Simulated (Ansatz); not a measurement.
In HgTe (zinc blende type) the Hg atom of the primitive cell, with all its periodic images, is moved by 0.02 Å along x.

```xyz
2
Lattice="0.0000 3.3300 3.3300 3.3300 0.0000 3.3300 3.3300 3.3300 0.0000" Properties=species:S:1:pos:R:3 pbc="T T T"
Hg    0.0200    0.0000    0.0000
Te    1.6650    1.6650    1.6650
```

Method: PBE, all-electron LAPW, point nucleus (Ansatz).

k-mesh 8×8×8 Γ-centred; Fermi–Dirac smearing of 0.1 eV; no spin polarisation; no spin–orbit coupling.

What force results, and what does it mean for the zone-centre vibration?

The force on it along the displacement is -0.0521 eV/Å, a force constant of 2.61 eV/Å². With the reduced mass of 77.99 u the zone-centre transverse optical mode lies at 95 cm⁻¹ (2.86 THz) in this finite-step estimate. The longitudinal mode lies higher by the LO–TO splitting, which a displacement repeated in every cell doesn't give.

```json
{"atom": "Hg1", "Fx (eV/Å)": "-0.0521", "Fy (eV/Å)": "0.0000", "Fz (eV/Å)": "0.0000"}
{"atom": "Te2", "Fx (eV/Å)": "0.0521", "Fy (eV/Å)": "0.0000", "Fz (eV/Å)": "0.0000"}
```

The k-mesh is modest, so these values aren't fully converged in k.
